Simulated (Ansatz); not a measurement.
Structure: B4AsN3, ordered on the zincblende lattice (P-43m) with 8 atoms a cell, at its r2SCAN minimum. Space group P-43m (No. 215), cubic; conventional cell a = 3.954 Å, 7.72 Å³ an atom. N has 4 B at 1.67 Å; B has 3 N at 1.67 Å and 1 As at 1.87 Å; As has 4 B at 1.87 Å.

The questions ask for values computed with Ansatz 0.2.0 on this geometry. No magnetic order and no zero-point or thermal motion; the cell was built from a prototype and may be hypothetical.

(1) What gap does PBE give, and where are the band edges?

(2) What does PBE+SOC give for the gap (6×6×6 mesh)?

(3) Estimate the gap with HSE06 on 4×4×4.

(4) Order these levels by the gap that they give, smallest first.
A. HSE06
B. PBE
C. r2SCAN
D. PBE0

(5) How strongly does the crystal screen a field with clamped ions (r2SCAN)?

Answers

(1) The PBE gap is direct at Γ: 0.74 eV.

(2) The PBE+SOC gap is direct at Γ: 0.69 eV. The gap differs by -0.05 eV from PBE's.

(3) With HSE06 the gap is 1.77 eV and direct, at Γ. The gap differs by +1.03 eV from PBE's.

(4) B (0.74 eV), C (1.04 eV), A (1.77 eV), D (2.50 eV).

(5) The clamped-ion dielectric constant comes out as 5.93 in all directions. Born charges, averaged over directions: N -2.21, B +1.60, As +0.23 e.

Only the levels marked +SOC include spin-orbit coupling.

The meshes of the hybrids are coarse, so their gaps aren't converged to the digits shown.
